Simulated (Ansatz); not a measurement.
## Formation energy of BiAu in the rocksalt structure

The computed numbers are results of PBEsol, scalar-relativistic (no spin polarisation) in the plane-wave PAW code Ansatz at 420 eV, 10×10×10 k-mesh, Gaussian smearing of 0.05 eV; PAW files: Ansatz's generated set soft_2.

This is a trial structure made by placing the elements on a prototype's sites, so it needn't be the stable form.

Symmetry: Fm-3m, No. 225, cubic system. The conventional cell has a = 5.832 Å, b = 5.832 Å, c = 5.832 Å, α = 90.00°, β = 90.00°, γ = 90.00°. Au (site symmetry m-3m) is surrounded by 6 Bi at 2.92 Å. Around Bi (site symmetry m-3m) lie 6 Au at 2.92 Å. (Neighbours are counted to 15 % beyond the shortest distance.)

The elements were computed in their standard states with the same datasets, cutoff and functional. Total energies depend on the potentials used, so only differences within one code and one set of settings carry meaning.

Energy of the relaxed cell (2 atoms, smearing extrapolated to zero): -25249.091 eV. Elements, in eV/atom: Au -13007.100, Bi -12242.001.

**Question.** What is the formation energy?

**Answer.** [-25249.091 − (1 × -13007.100 + 1 × -12242.001)] / 2 = 0.01 eV/atom, or 0 kJ per mole of atoms.

The value is for 0 K, without zero-point energy. A positive value means that this structure is unstable even against the elements at this level.

Scalar-relativistic only: spin–orbit splittings of the heavy atoms' levels are missing.
